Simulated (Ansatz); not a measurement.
Input file for Ansatz (a first-principles code):

Ansatz 0.2 input:
```yaml
crystal:
  lattice:
    - [-2.7155486443, 2.7155486443, 3.8711481115]
    - [2.7155486443, -2.7155486443, 3.8711481115]
    - [2.7155486443, 2.7155486443, -3.8711481115]
  atoms:
    - { symbol: Sr, position: [0.75, 0.25, 0.5] }
    - { symbol: Sr, position: [0.25, 0.75, 0.5] }
    - { symbol: Ti, position: [0.0, 0.0, 0.0] }
    - { symbol: Ti, position: [0.5, 0.5, 0.0] }
    - { symbol: O, position: [0.7774170835, 0.2774170835, 0.054834167] }
    - { symbol: O, position: [0.2225829165, 0.7225829165, 0.945165833] }
    - { symbol: O, position: [0.2774170835, 0.2225829165, 0.5] }
    - { symbol: O, position: [0.7225829165, 0.7774170835, 0.5] }
    - { symbol: O, position: [0.75, 0.75, 0.0] }
    - { symbol: O, position: [0.25, 0.25, 0.0] }
kpoints:
  mp_grid: { grid: [7, 7, 7] }
hamiltonian:
  xc: lda
  pseudopotentials: { kind: paw }
scf:
  occupations: { method: fixed }
elastic: { mode: relaxed_ion, stencil: two_point, amplitude: 0.005, f_tol: 0.0005 }
```

Output (shortened):

```
Pseudopotential: Sr, paw, valence charge 10
Pseudopotential: Ti, paw, valence charge 12
Pseudopotential: O, paw, valence charge 6
Functional definition: SPW92
Crystal: 10 atoms, lattice volume = 114.187 Å³
Basis set: ecut = 420 eV, 2229 PW (Γ)
Bands: 50, of which v1, the nominal top of the filled ones, is band 40 counted from 1 (39 counted from 0)
Symmetry: 16 space group operations
Space group: I4/mcm (ITA 140), of the structure as read, at distance tolerance 4.9e-5 Å
k-points: 40 of 343
SCF 1 converged in 13 iterations: F = -15138.872929 eV  dr2 = 4.41e-14
Crystal: 10 atoms, lattice volume = 113.616 Å³
Basis set: ecut = 420 eV, 2209 PW (Γ)
Symmetry: 8 space group operations
k-points: 64 of 343
SCF 2 converged in 13 iterations: F = -15138.869634 eV  dr2 = 2.08e-14
relax step   1: F+E_penalty+E_count = -15138.86963391 eV  Δ(F+E_penalty+E_count) = +0.000e0 eV  max|allowed force component| = 1.225e-2 eV/Å  Δτ_max = 0.0000 Å  (13 SCF iters, accepted)
Crystal: 10 atoms, lattice volume = 113.616 Å³
SCF 3 converged in 10 iterations: F = -15138.869706 eV  dr2 = 4.61e-15
relax step   2: F+E_penalty+E_count = -15138.86970582 eV  Δ(F+E_penalty+E_count) = -7.191e-5 eV  max|allowed force component| = 9.548e-3 eV/Å  Δτ_max = 0.0017 Å  (10 SCF iters, accepted)
Crystal: 10 atoms, lattice volume = 113.616 Å³
SCF 4 converged in 11 iterations: F = -15138.869843 eV  dr2 = 3.16e-15
relax step   3: F+E_penalty+E_count = -15138.86984325 eV  Δ(F+E_penalty+E_count) = -1.374e-4 eV  max|allowed force component| = 1.623e-3 eV/Å  Δτ_max = 0.0079 Å  (11 SCF iters, accepted)
Crystal: 10 atoms, lattice volume = 113.616 Å³
SCF 5 converged in 9 iterations: F = -15138.869844 eV  dr2 = 5.23e-14
relax step   4: F+E_penalty+E_count = -15138.86984437 eV  Δ(F+E_penalty+E_count) = -1.115e-6 eV  max|allowed force component| = 6.560e-5 eV/Å  Δτ_max = 0.0006 Å  (9 SCF iters, accepted)
Crystal: 10 atoms, lattice volume = 113.616 Å³
SCF 6 converged in 2 iterations: F = -15138.869844 eV  dr2 = 2.17e-14
Crystal: 10 atoms, lattice volume = 114.757 Å³
SCF 7 converged in 12 iterations: F = -15138.869648 eV  dr2 = 9.66e-14
relax step   1: F+E_penalty+E_count = -15138.86964815 eV  Δ(F+E_penalty+E_count) = +0.000e0 eV  max|allowed force component| = 1.066e-2 eV/Å  Δτ_max = 0.0000 Å  (12 SCF iters, accepted)
Crystal: 10 atoms, lattice volume = 114.757 Å³
SCF 8 converged in 11 iterations: F = -15138.869816 eV  dr2 = 5.50e-15
relax step   2: F+E_penalty+E_count = -15138.86981599 eV  Δ(F+E_penalty+E_count) = -1.678e-4 eV  max|allowed force component| = 6.451e-3 eV/Å  Δτ_max = 0.0093 Å  (11 SCF iters, accepted)
Crystal: 10 atoms, lattice volume = 114.757 Å³
SCF 9 converged in 9 iterations: F = -15138.869827 eV  dr2 = 7.04e-14
relax step   3: F+E_penalty+E_count = -15138.86982675 eV  Δ(F+E_penalty+E_count) = -1.076e-5 eV  max|allowed force component| = 6.514e-4 eV/Å  Δτ_max = 0.0007 Å  (9 SCF iters, accepted)
Crystal: 10 atoms, lattice volume = 114.757 Å³
SCF 10 converged in 8 iterations: F = -15138.869827 eV  dr2 = 7.76e-14
relax step   4: F+E_penalty+E_count = -15138.86982685 eV  Δ(F+E_penalty+E_count) = -1.063e-7 eV  max|allowed force component| = 5.289e-5 eV/Å  Δτ_max = 0.0002 Å  (8 SCF iters, accepted)
Crystal: 10 atoms, lattice volume = 114.757 Å³
SCF 11 converged in 2 iterations: F = -15138.869827 eV  dr2 = 3.28e-14
Crystal: 10 atoms, lattice volume = 113.616 Å³
SCF 12 converged in 13 iterations: F = -15138.869346 eV  dr2 = 5.30e-15
relax step   1: F+E_penalty+E_count = -15138.86934594 eV  Δ(F+E_penalty+E_count) = +0.000e0 eV  max|allowed force component| = 5.595e-3 eV/Å  Δτ_max = 0.0000 Å  (13 SCF iters, accepted)
Crystal: 10 atoms, lattice volume = 113.616 Å³
SCF 13 converged in 10 iterations: F = -15138.869381 eV  dr2 = 2.29e-15
relax step   2: F+E_penalty+E_count = -15138.86938085 eV  Δ(F+E_penalty+E_count) = -3.492e-5 eV  max|allowed force component| = 4.532e-3 eV/Å  Δτ_max = 0.0012 Å  (10 SCF iters, accepted)
Crystal: 10 atoms, lattice volume = 113.616 Å³
SCF 14 converged in 10 iterations: F = -15138.869450 eV  dr2 = 8.42e-14
relax step   3: F+E_penalty+E_count = -15138.86944951 eV  Δ(F+E_penalty+E_count) = -6.865e-5 eV  max|allowed force component| = 1.867e-4 eV/Å  Δτ_max = 0.0052 Å  (10 SCF iters, accepted)
Crystal: 10 atoms, lattice volume = 113.616 Å³
SCF 15 converged in 2 iterations: F = -15138.869450 eV  dr2 = 2.75e-14
Crystal: 10 atoms, lattice volume = 114.757 Å³
SCF 16 converged in 13 iterations: F = -15138.869402 eV  dr2 = 1.42e-14
relax step   1: F+E_penalty+E_count = -15138.86940222 eV  Δ(F+E_penalty+E_count) = +0.000e0 eV  max|allowed force component| = 5.498e-3 eV/Å  Δτ_max = 0.0000 Å  (13 SCF iters, accepted)
Crystal: 10 atoms, lattice volume = 114.757 Å³
SCF 17 converged in 10 iterations: F = -15138.869505 eV  dr2 = 7.32e-14
relax step   2: F+E_penalty+E_count = -15138.86950483 eV  Δ(F+E_penalty+E_count) = -1.026e-4 eV  max|allowed force component| = 6.486e-5 eV/Å  Δτ_max = 0.0066 Å  (10 SCF iters, accepted)
Crystal: 10 atoms, lattice volume = 114.757 Å³
SCF 18 converged in 2 iterations: F = -15138.869505 eV  dr2 = 3.13e-14
Crystal: 10 atoms, lattice volume = 114.186 Å³
Symmetry: 4 space group operations
k-points: 100 of 343
SCF 19 converged in 12 iterations: F = -15138.871721 eV  dr2 = 6.22e-15
relax step   1: F+E_penalty+E_count = -15138.87172064 eV  Δ(F+E_penalty+E_count) = +0.000e0 eV  max|allowed force component| = 1.195e-2 eV/Å  Δτ_max = 0.0000 Å  (12 SCF iters, accepted)
Crystal: 10 atoms, lattice volume = 114.186 Å³
SCF 20 converged in 10 iterations: F = -15138.871741 eV  dr2 = 2.45e-14
relax step   2: F+E_penalty+E_count = -15138.87174139 eV  Δ(F+E_penalty+E_count) = -2.075e-5 eV  max|allowed force component| = 9.611e-3 eV/Å  Δτ_max = 0.0031 Å  (10 SCF iters, accepted)
Crystal: 10 atoms, lattice volume = 114.186 Å³
SCF 21 converged in 10 iterations: F = -15138.871770 eV  dr2 = 8.81e-15
relax step   3: F+E_penalty+E_count = -15138.87176994 eV  Δ(F+E_penalty+E_count) = -2.855e-5 eV  max|allowed force component| = 5.241e-3 eV/Å  Δτ_max = 0.0010 Å  (10 SCF iters, accepted)
Crystal: 10 atoms, lattice volume = 114.186 Å³
SCF 22 converged in 10 iterations: F = -15138.871787 eV  dr2 = 6.02e-15
relax step   4: F+E_penalty+E_count = -15138.87178662 eV  Δ(F+E_penalty+E_count) = -1.668e-5 eV  max|allowed force component| = 7.640e-3 eV/Å  Δτ_max = 0.0010 Å  (10 SCF iters, accepted)
Crystal: 10 atoms, lattice volume = 114.186 Å³
SCF 23 converged in 11 iterations: F = -15138.871980 eV  dr2 = 2.13e-14
relax step   5: F+E_penalty+E_count = -15138.87198049 eV  Δ(F+E_penalty+E_count) = -1.939e-4 eV  max|allowed force component| = 2.655e-3 eV/Å  Δτ_max = 0.0171 Å  (11 SCF iters, accepted)
Crystal: 10 atoms, lattice volume = 114.186 Å³
SCF 24 converged in 11 iterations: F = -15138.872033 eV  dr2 = 2.04e-14
relax step   6: F+E_penalty+E_count = -15138.87203345 eV  Δ(F+E_penalty+E_count) = -5.295e-5 eV  max|allowed force component| = 2.160e-3 eV/Å  Δτ_max = 0.0160 Å  (11 SCF iters, accepted)
Crystal: 10 atoms, lattice volume = 114.186 Å³
SCF 25 converged in 10 iterations: F = -15138.872043 eV  dr2 = 1.15e-14
relax step   7: F+E_penalty+E_count = -15138.87204301 eV  Δ(F+E_penalty+E_count) = -9.566e-6 eV  max|allowed force component| = 7.274e-4 eV/Å  Δτ_max = 0.0016 Å  (10 SCF iters, accepted)
Crystal: 10 atoms, lattice volume = 114.186 Å³
SCF 26 converged in 10 iterations: F = -15138.872045 eV  dr2 = 2.34e-15
relax step   8: F+E_penalty+E_count = -15138.87204461 eV  Δ(F+E_penalty+E_count) = -1.602e-6 eV  max|allowed force component| = 6.682e-5 eV/Å  Δτ_max = 0.0009 Å  (10 SCF iters, accepted)
Crystal: 10 atoms, lattice volume = 114.186 Å³
SCF 27 converged in 2 iterations: F = -15138.872045 eV  dr2 = 8.37e-16
Crystal: 10 atoms, lattice volume = 114.186 Å³
SCF 28 converged in 12 iterations: F = -15138.871721 eV  dr2 = 6.26e-15
relax step   1: F+E_penalty+E_count = -15138.87172064 eV  Δ(F+E_penalty+E_count) = +0.000e0 eV  max|allowed force component| = 1.195e-2 eV/Å  Δτ_max = 0.0000 Å  (12 SCF iters, accepted)
Crystal: 10 atoms, lattice volume = 114.186 Å³
SCF 29 converged in 11 iterations: F = -15138.871832 eV  dr2 = 3.73e-14
relax step   2: F+E_penalty+E_count = -15138.87183174 eV  Δ(F+E_penalty+E_count) = -1.111e-4 eV  max|allowed force component| = 2.589e-2 eV/Å  Δτ_max = 0.0246 Å  (11 SCF iters, accepted)
Crystal: 10 atoms, lattice volume = 114.186 Å³
SCF 30 converged in 13 iterations: F = -15138.868253 eV  dr2 = 4.94e-14
relax step   3: F+E_penalty+E_count = -15138.86825266 eV  Δ(F+E_penalty+E_count) = +3.579e-3 eV  max|allowed force component| = 1.049e-1 eV/Å  Δτ_max = 0.0556 Å  (13 SCF iters, rejected (line search))
Crystal: 10 atoms, lattice volume = 114.186 Å³
SCF 31 converged in 12 iterations: F = -15138.872038 eV  dr2 = 5.86e-14
relax step   4: F+E_penalty+E_count = -15138.87203843 eV  Δ(F+E_penalty+E_count) = -2.067e-4 eV  max|allowed force component| = 3.427e-3 eV/Å  Δτ_max = 0.0073 Å  (12 SCF iters, accepted)
Crystal: 10 atoms, lattice volume = 114.186 Å³
SCF 32 converged in 10 iterations: F = -15138.872044 eV  dr2 = 1.22e-14
relax step   5: F+E_penalty+E_count = -15138.87204414 eV  Δ(F+E_penalty+E_count) = -5.713e-6 eV  max|allowed force component| = 2.120e-4 eV/Å  Δτ_max = 0.0016 Å  (10 SCF iters, accepted)
Crystal: 10 atoms, lattice volume = 114.186 Å³
SCF 33 converged in 2 iterations: F = -15138.872044 eV  dr2 = 5.50e-15
Crystal: 10 atoms, lattice volume = 114.186 Å³
SCF 34 converged in 13 iterations: F = -15138.871739 eV  dr2 = 4.91e-14
relax step   1: F+E_penalty+E_count = -15138.87173921 eV  Δ(F+E_penalty+E_count) = +0.000e0 eV  max|allowed force component| = 1.057e-2 eV/Å  Δτ_max = 0.0000 Å  (13 SCF iters, accepted)
Crystal: 10 atoms, lattice volume = 114.186 Å³
SCF 35 converged in 11 iterations: F = -15138.871754 eV  dr2 = 1.84e-14
relax step   2: F+E_penalty+E_count = -15138.87175428 eV  Δ(F+E_penalty+E_count) = -1.506e-5 eV  max|allowed force component| = 5.696e-3 eV/Å  Δτ_max = 0.0022 Å  (11 SCF iters, accepted)
Crystal: 10 atoms, lattice volume = 114.186 Å³
SCF 36 converged in 11 iterations: F = -15138.871762 eV  dr2 = 4.51e-15
relax step   3: F+E_penalty+E_count = -15138.87176193 eV  Δ(F+E_penalty+E_count) = -7.649e-6 eV  max|allowed force component| = 8.448e-4 eV/Å  Δτ_max = 0.0007 Å  (11 SCF iters, accepted)
Crystal: 10 atoms, lattice volume = 114.186 Å³
SCF 37 converged in 8 iterations: F = -15138.871762 eV  dr2 = 7.15e-14
relax step   4: F+E_penalty+E_count = -15138.87176210 eV  Δ(F+E_penalty+E_count) = -1.719e-7 eV  max|allowed force component| = 2.016e-4 eV/Å  Δτ_max = 0.0001 Å  (8 SCF iters, accepted)
Crystal: 10 atoms, lattice volume = 114.186 Å³
SCF 38 converged in 2 iterations: F = -15138.871762 eV  dr2 = 2.09e-14
Crystal: 10 atoms, lattice volume = 114.186 Å³
SCF 39 converged in 13 iterations: F = -15138.871739 eV  dr2 = 5.37e-14
relax step   1: F+E_penalty+E_count = -15138.87173922 eV  Δ(F+E_penalty+E_count) = +0.000e0 eV  max|allowed force component| = 1.057e-2 eV/Å  Δτ_max = 0.0000 Å  (13 SCF iters, accepted)
Crystal: 10 atoms, lattice volume = 114.186 Å³
SCF 40 converged in 11 iterations: F = -15138.871762 eV  dr2 = 1.07e-14
relax step   2: F+E_penalty+E_count = -15138.87176210 eV  Δ(F+E_penalty+E_count) = -2.288e-5 eV  max|allowed force component| = 3.900e-4 eV/Å  Δτ_max = 0.0015 Å  (11 SCF iters, accepted)
Crystal: 10 atoms, lattice volume = 114.186 Å³
SCF 41 converged in 2 iterations: F = -15138.871762 eV  dr2 = 3.54e-15
SCF converged after 13 iterations
Free energy (F): -15138.872929 eV
Harris-Foulkes:  -15138.872929 eV  (|F-HF|=3.64e-12)
Internal energy: -15138.872929 eV  (E = F + TS)
E sigma→0 (E₀):  -15138.872929 eV
Fermi energy:    10.062429 eV
--- Per-component energies (eV) ---
  E_band       = -381.744359
  E_kinetic    = 2095.666264
  E_local      = -4648.302477  (includes V_loc(G=0)·N_el)
  E_nonlocal   = 723.954154
  E_hartree    = 1614.644056
  E_xc         = -981.346689
  E_vxc        = -1139.208860  (∫ρ·V_xc dr)
  E_paw        = -8070.179990  (= ΣΔE_a)
  E_vpaw       = -643.156725  (= ΣTr[D̂ρ^β])
  E_aug_tail   = 0.015175  (compensation charges beyond the density's cutoff)
  E_ewald      = -5875.145121
  E_core_change = 1.821700  (= ΣΔE_core)
  E_smearing   =  0.000000  (= −TS)
  E_closure    = 0.000000  (closes the sum)
  Σ components = -15138.872929   (vs F -15138.872929, Δ=0.00e0)
--- Forces (eV/Å), atoms counted from 1 ---
  atom   1  Sr     0.00000000     0.00000000     0.00000000
  atom   2  Sr     0.00000000     0.00000000     0.00000000
  atom   3  Ti     0.00000000     0.00000000     0.00000000
  atom   4  Ti     0.00000000     0.00000000     0.00000000
  atom   5  O      0.00014809     0.00014809     0.00000000
  atom   6  O     -0.00014809    -0.00014809     0.00000000
  atom   7  O     -0.00014809     0.00014809     0.00000000
  atom   8  O      0.00014809    -0.00014809     0.00000000
  atom   9  O      0.00000000     0.00000000     0.00000000
  atom  10  O      0.00000000     0.00000000     0.00000000
  max |Σ_I F_I| component: 8.46e-18 eV/Å
--- Stress (GPa, compression-positive) ---
       -0.008850       0.000000       0.000000
        0.000000      -0.008850       0.000000
        0.000000       0.000000      -0.013061
  P = ⅓ Tr σ = -0.0103 GPa (-0.103 kbar)
--- Band table (eV; the first three rows and the last of 40) ---
  k-point 0: bands = ["-45.4868", "-45.4816", "-22.1727", "-22.1727", "-22.1717", "-22.0979", "-22.0936", "-22.0936", "-22.0750", "-21.9930", "-7.0885", "-6.2442", "-6.0570", "-5.6592", "-5.6592", "-5.6200", "-4.4956", "-4.4956", "-4.2321", "-4.1449", …
  k-point 1: bands = ["-45.4865", "-45.4820", "-22.1746", "-22.1727", "-22.1565", "-22.1548", "-22.0972", "-22.0928", "-22.0230", "-21.9976", "-7.1093", "-6.2409", "-6.0514", "-5.8166", "-5.7783", "-5.7603", "-4.4103", "-4.2898", "-4.1336", "-4.0673", …
  k-point 2: bands = ["-45.4857", "-45.4827", "-22.2235", "-22.1754", "-22.1749", "-22.1200", "-22.0955", "-22.0911", "-22.0081", "-21.9784", "-7.2328", "-6.2287", "-6.1515", "-6.0289", "-5.9998", "-5.8346", "-4.2100", "-4.1078", "-4.0527", "-3.9301", …
  k-point 39: bands = ["-45.4851", "-45.4834", "-22.2626", "-22.1852", "-22.1734", "-22.0941", "-22.0941", "-22.0904", "-22.0078", "-21.9565", "-7.3709", "-6.5922", "-6.1790", "-6.0402", "-5.9843", "-5.7181", "-4.1122", "-4.0145", "-4.0144", "-3.6864", …
--- Elastic constants: 4 strain directions × 2 members + reference (group order 16) ---
  dense FFT box of the reference and of every strained cell: 40×40×40
  strains applied: 11, 33, 23, 12; error gains …
  C = ∂σ_k/∂η_j (tension-positive GPa; Voigt order 11 22 33 23 13 12):
       341.281    104.071    130.033      0.000      0.000      0.000
       104.071    341.281    130.033      0.000      0.000      0.000
       130.176    130.176    374.879      0.000      0.000      0.000
         0.000      0.000      0.000     87.434      0.000      0.000
         0.000      0.000      0.000      0.000     87.434      0.000
         0.000      0.000      0.000      0.000      0.000    132.165
  reference stress σ⁰ (GPa):      0.009      0.009      0.013      0.000      0.000      0.000
  moduli (Voigt/Reuss/Hill, GPa): K = 198.44/197.27/197.86   G = 107.62/104.56/106.09   E = 270.01   ν = 0.273
  mechanically stable: yes (min eigenvalue of sym C = 87.43 GPa)
  strain η (Voigt 11):  stress-route row diagonal C_11 = 341.28 GPa, energy-path curvature d²(F+E_count+ΔE)/dδ²/Ω₀ = 341.19 GPa
         δ    σ_11 (GPa)             F (eV)   n_scf  n_hpsi   n_pw
    -5.000e-3      -1.7175      -15138.8698444       2   25311   2237   relax 4 steps, max|allowed force component| 6.56e-5 eV/Å
     5.000e-3       1.6953      -15138.8698269       2   25291   2258   relax 4 steps, max|allowed force component| 5.29e-5 eV/Å
  strain η (Voigt 33):  stress-route row diagonal C_33 = 374.88 GPa, energy-path curvature d²(F+E_count+ΔE)/dδ²/Ω₀ = 374.72 GPa
         δ    σ_33 (GPa)             F (eV)   n_scf  n_hpsi   n_pw
    -5.000e-3      -1.9077      -15138.8694495       2   15788   2243   relax 3 steps, max|allowed force component| 1.87e-4 eV/Å
     5.000e-3       1.8410      -15138.8695048       2   15870   2258   relax 2 steps, max|allowed force component| 6.49e-5 eV/Å
  strain η (Voigt 23):  stress-route row diagonal C_44 = 87.43 GPa, energy-path curvature d²(F+E_count+ΔE)/dδ²/Ω₀ = 86.50 GPa
         δ    σ_23 (GPa)             F (eV)   n_scf  n_hpsi   n_pw
    -5.000e-3      -0.4375      -15138.8720446       2   39490   2249   relax 8 steps, max|allowed force component| 6.68e-5 eV/Å
     5.000e-3       0.4368      -15138.8720441       2   39456   2249   relax 5 steps, max|allowed force component| 2.12e-4 eV/Å
  strain η (Voigt 12):  stress-route row diagonal C_66 = 132.17 GPa, energy-path curvature d²(F+E_count+ΔE)/dδ²/Ω₀ = 132.15 GPa
         δ    σ_12 (GPa)             F (eV)   n_scf  n_hpsi   n_pw
    -5.000e-3      -0.6608      -15138.8717621       2   25356   2249   relax 4 steps, max|allowed force component| 2.02e-4 eV/Å
     5.000e-3       0.6608      -15138.8717621       2   25437   2249   relax 2 steps, max|allowed force component| 3.90e-4 eV/Å
```

Cost: very roughly 11 core-minutes on shared cores.

The first step of the workflow began from a Materials Project structure, measured or hypothetical; the Crystallography Open Database files this formula in space group No. 140, but the cells were not matched. It is not the phase usual at ambient conditions (space group No. 221). The LDA relaxation kept the symmetry of its start; whether a distortion lowers the energy is not shown. No spin polarisation was allowed. Spin–orbit coupling is left out wherever it is not named.

Potentials: the later of the program's two PAW sets.

Ansatz is a plane-wave DFT program.
